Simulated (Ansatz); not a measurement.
# Surface calculation: bcc Mo (100), 5 layers

The slab is cut from the bcc crystal, the stable phase, as relaxed on PAW files (15.33 Å³/atom), with 16 Å of vacuum and a dipole correction:

```xyz
5
Lattice="3.1295 0.0000 0.0000 0.0000 3.1295 0.0000 0.0000 0.0000 22.2590" Properties=species:S:1:pos:R:3 pbc="T T T"
Mo    0.0000    0.0000    8.0000
Mo    1.5648    1.5648    9.5647
Mo    0.0000    0.0000   11.1295
Mo    1.5648    1.5648   12.6943
Mo    0.0000    0.0000   14.2590
```

Computed with Ansatz 0.2.0; functional PBEsol, scalar-relativistic. Settings: a Γ-centred 12×12×1 k mesh, Fermi–Dirac smearing of 0.1 eV, no spin polarisation. Methods: LAPW: all electrons, basis error target 1 meV/atom; PAW: frozen-core files, cutoff 420 eV.

The bulk energy comes from a cell in the slab's orientation on a 12×12×12 mesh. The surface energy is (E(slab) − N·E(bulk))/2A at zero smearing, the mean of both faces; thin slabs carry quantum-size effects.

The PAW files were made under PBE. The cell is 1×1, so reconstructions are forbidden, and in slabs of four or five layers the relaxations can be far larger than at a real surface.

Question: As cut, the LAPW slab lies 4.769 eV above 5 atoms of bulk. What surface energy is that?

Answer: Over two faces of 9.79 Å² it is 243.5 meV/Å², and times 16.02 J/m² per eV/Å² that gives γ = 3.901 J/m².

```csv
method,γ as cut (J/m²),γ relaxed (J/m²),Φ as cut (eV),Φ relaxed (eV)
LAPW,3.901,3.689,4.08,4.04
PAW,3.900,3.688,4.08,4.04
```

Question: How do the spacings between the planes relax?

Answer: From the bottom face up: d12 -11.1 % of 1.565 Å, d23 +1.9 % of 1.565 Å, d34 +1.9 % of 1.565 Å, d45 -11.1 % of 1.565 Å.

Question: What changes if relativity is switched off, at the same positions?

Answer: LAPW then gives: no gap, work function 3.97 eV.

Question: What changes if the images along the normal are cut off in place of the dipole correction?

Answer: LAPW then gives: no gap, work function 4.04 eV; PAW: no gap, work function 4.04 eV.

Question: A 3d core hole is made on one atom of each kind in every 1×1 cell (PAW hole dataset, neutral cell, valence without spin). What does it cost by layer?

Answer: layer 1 226.60 eV, layer 2 227.06 eV, layer 3 227.13 eV. Shifts between layers mean more than the absolute values, and a whole layer of holes screens otherwise than one hole.
